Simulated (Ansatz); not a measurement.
**How far is PAW off for NbAs?**

```yaml
crystal:
  lattice:
    - [-1.72585, 1.72585, 5.84000]
    - [1.72585, -1.72585, 5.84000]
    - [1.72585, 1.72585, -5.84000]
  atoms:
    - { symbol: Nb, position: [0.75000, 0.75000, 0.00000] }
    - { symbol: Nb, position: [0.50000, 0.00000, 0.50000] }
    - { symbol: As, position: [0.16600, 0.16600, 0.00000] }
    - { symbol: As, position: [0.91600, 0.41600, 0.50000] }
```

Atom numbers follow the list: Nb1, Nb2, As3, As4.

The conventional cell has a = 3.452 Å, b = 3.452 Å, c = 11.680 Å, α = 90.00°, β = 90.00°, γ = 90.00°. Around Nb (atom 1) lie 6 As at 2.60 to 2.63 Å. As (atom 3) has 6 Nb at 2.60 to 2.63 Å as nearest neighbours.

The cell is COD entry 1537320, as deposited and not checked against the literature; nothing was relaxed.

All numbers are computed: DFT, PBE, PAW with Ansatz's default frozen-core files, scalar-relativistic (Ansatz 0.2.0); DFT, PBE, all-electron LAPW, scalar-relativistic (Ansatz 0.2.0).

For PAW: a Γ-centred 15×15×15 k mesh, Fermi–Dirac smearing of 0.08 eV, cutoff 420 eV, no spin polarisation. LAPW targets a basis error of 0.5 meV/atom. The Ansatz runs share mesh, smearing and spin set-up. Plane-wave (PAW) pressures include the program's estimate of the Pulay term.

Stress and pressure are positive in compression.

Levels count from the Fermi level.

| quantity | PAW | LAPW |
| --- | --- | --- |
| pressure (GPa) | 3.28 | 3.27 |
| stress xx (GPa) | 3.06 | 3.05 |
| stress zz (GPa) | 3.73 | 3.72 |
| force on Nb1, z (eV/Å) | -0.295 | -0.295 |
| force on As3, z (eV/Å) | 0.295 | 0.295 |
| highest filled level at M (eV) | -0.513 | -0.514 |
| lowest empty level at M (eV) | 1.006 | 1.006 |
| highest filled level at Γ (eV) | -1.377 | -1.377 |
| lowest empty level at Γ (eV) | 0.732 | 0.733 |
| highest filled level at P (eV) | -0.564 | -0.564 |
| lowest empty level at P (eV) | 2.438 | 2.439 |

PAW's pressure differs from the LAPW value by about 0.01 GPa or less.
